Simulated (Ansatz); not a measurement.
Mg3Sc:
```
CELL_PARAMETERS angstrom
      4.50644     0.00000     0.00000
      0.00000     4.50644     0.00000
      0.00000     0.00000     4.50644
ATOMIC_POSITIONS crystal
  Mg 0.50000 0.50000 0.00000
  Mg 0.00000 0.50000 0.50000
  Mg 0.50000 0.00000 0.50000
  Sc 0.00000 0.00000 0.00000
```

Relaxed with r²SCAN. Special points in fractions of this cell's reciprocal vectors: Γ (0.000, 0.000, 0.000); X (0.000, 0.500, 0.000); M (0.500, 0.500, 0.000); R (0.500, 0.500, 0.500).

List the band energies nearest the Fermi level at these points for plane-wave PAW r²SCAN (Ansatz code).

In eV from the Fermi level; about four levels below and three above (degenerate sets whole), none deeper than 8.9 eV; points with the same levels are listed once.

| k | below | above |
|---|---|---|
| Γ | -6.85 -0.71 -0.71 | 0.37 0.37 0.37 |
| X | -5.00 -4.72 -0.22 | 0.07 0.07 1.61 |
| M | -3.60 -2.92 -2.92 -2.61 | 0.63 0.63 1.83 |
| R | -1.69 -1.15 -1.15 -1.15 | 0.94 2.15 2.15 |

Space group Pm-3m (Cu3Au type). The workflow started from a Materials Project entry (that database holds measured and hypothetical structures alike); the Crystallography Open Database copy checked does not list it. With Mg and Sc taken as one species the cell has the higher symmetry Fm-3m, so it may be an ordered model of a mixed-site phase. Its standing as an ambient phase is unchecked. The cell was relaxed with r²SCAN under the symmetry of its start; its stability against distortions is not shown here. No spin polarisation was allowed.

Potentials: the later of the program's two PAW sets.
